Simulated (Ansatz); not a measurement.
**Data sheet: ZrAg (DFT)**

ZrAg:
Space group Fm-3m (No. 225); a = b = c = 5.6358 Å, α = β = γ = 90.00°

```csv
atom,site,symmetry,x,y,z
Ag,4a,m-3m,0.0000,0.0000,0.0000
Zr,4b,m-3m,0.5000,0.5000,0.5000
```
(The calculation used a cell of 2 atoms; values per cell refer to that cell.)

Space group Fm-3m (No. 225), rock salt; conventional cell a = b = c = 5.6358 Å, α = β = γ = 90.00°.

Method: r²SCAN in the plane-wave PAW code Ansatz. Structure relaxed to zero pressure with the same functional. Other levels are named where they apply.

### Cell and energy

```yaml
volume_per_atom: 22.38 Å³
density: 7.39 g/cm³
Formation energy from the elements (no fitted shifts): 0.48 eV/atom
```

### Electronic structure

```yaml
electronic_character: metallic (no gap)
Density of states at the Fermi level: 1.4 states/eV per atom (mean over ±0.08 eV)
Gap with spin–orbit coupling: none (metallic)
```

### Mechanics

```yaml
Bulk modulus (Birch–Murnaghan fit): 98.6 GPa
Pressure derivative B′: 4.5
Elastic constants (relaxed ions, GPa): C11 = 197, C12 = 49.6, C44 = -24.2
mechanical_stability: unstable (C has a negative eigenvalue)
```

### Charges

```yaml
bader_charges: Ag -1.57, Zr +1.57 e
```

The start of the workflow was typed in or built on a structure type; neither database checked (COD, Materials Project) lists it. COD files the formula under space group No. 129. Its standing as an ambient phase is unchecked. The cell was relaxed with r²SCAN under the symmetry of its start. No spin polarisation was allowed. Its formation energy is positive at this level, so the cell may be metastable or incomplete. As this level gives no gap, shear constants depend on the k-mesh and smearing (Fermi–Dirac, 0.1 eV here). The references are the lowest solids computed at this level, not always the standard phases. Spin–orbit coupling is left out wherever it is not named.

Potentials: the later of the program's two PAW sets.
